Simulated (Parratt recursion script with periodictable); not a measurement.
# Surface roughness and fringe height: La2O3 on Si

| layer, from the top | thickness (Å) | density (g/cm³) | rms roughness of its top face (Å) | ρ (10⁻⁶ Å⁻²) | ρ″ (10⁻⁶ Å⁻²) |
|---|---|---|---|---|---|
| La2O3 | 300 | 5.623 | varied | 3.523 | 5.185 × 10⁻⁴ |
| Si (substrate) | – | 2.313 | 2 | 2.059 | 2.358 × 10⁻⁵ |

ρ and ρ″ are the real and imaginary parts of the scattering length density. Vacuum lies above.

Densities are inputs, not measurements. They were set from computed cells of the Materials Project: La2O3 from entry mp-1968 (P-3m1, 6.615 g/cm³, taken at 85 %); Si from entry mp-149 (Fd-3m, 2.313 g/cm³). A layer's crystal structure does not enter its constants, only its composition and density.

Calculation: specular neutron reflectivity, Parratt recursion, Névot-Croce roughness, natural isotopes, no magnetic scattering; Parratt recursion script with periodictable 1.7.1.

Neutron wavelength 4.75 Å. Q is scanned from 0.004 to 0.3 Å⁻¹ in 600 evenly spaced points, and the curve is smoothed with a Gaussian of 0.001 Å⁻¹ full width. A maximum is a scan point above both neighbours; its place and height come from a parabola through R at the three points.

The table follows two fringe maxima, those next to orders 5.5 and 10.5 of m = (d/2π)(Q² − 16πρ)^½, through runs that differ in the roughness σ₁ of the film surface alone.

| σ₁ (Å) | Q of the first (Å⁻¹) | R there | Q of the second (Å⁻¹) | R there |
|---|---|---|---|---|
| 0 | 0.1150 | 2.20 × 10⁻⁵ | 0.2198 | 1.59 × 10⁻⁶ |
| 4 | 0.1150 | ? | 0.2198 | ? |
| 7.6 | 0.1149 | 1.32 × 10⁻⁵ | 0.2196 | 3.28 × 10⁻⁷ |

Question: Estimate the two heights for σ₁ = 4 Å.

Answer: At a maximum the amplitudes from the film's two faces add: R ≈ (|r₁|g₁ + |r₂|g₂A)². Here q₀ = Q, qⱼ = (Q² − 16πρⱼ)^½ (1 film, 2 substrate), |r₁| = |q₀² − q₁²|/(q₀ + q₁)², |r₂| = |q₁² − q₂²|/(q₁ + q₂)² with the numerators taken from the constants, g₁ = exp(−q₀q₁σ₁²/2), g₂ = exp(−q₁q₂σ₂²/2), and A = exp(−8πρ″₁d/q₁) for absorption in the film.

Check on a shown row, σ₁ = 7.6 Å, second maximum: q₀ = 0.2196, q₁ = 0.2192, q₂ = 0.2194 Å⁻¹; |r₁| = 9.20 × 10⁻⁴, |r₂| = 3.83 × 10⁻⁴; g₁ = 0.249, g₂ = 0.908, A = 1.000; R ≈ 3.33 × 10⁻⁷ against 3.28 × 10⁻⁷ in the table.

- σ₁ = 4 Å, first maximum: q₀ = 0.1150, q₁ = 0.1142, q₂ = 0.1145 Å⁻¹; |r₁| = 0.00337, |r₂| = 0.00141; g₁ = 0.900, g₂ = 0.974, A = 1.000; R ≈ 1.94 × 10⁻⁵.
- σ₁ = 4 Å, second maximum: q₀ = 0.2198, q₁ = 0.2194, q₂ = 0.2196 Å⁻¹; |r₁| = 9.18 × 10⁻⁴, |r₂| = 3.82 × 10⁻⁴; g₁ = 0.680, g₂ = 0.908, A = 1.000; R ≈ 9.43 × 10⁻⁷.

The run gave 1.90 × 10⁻⁵ and 9.34 × 10⁻⁷; the estimates are 1.02 and 1.01 times these.
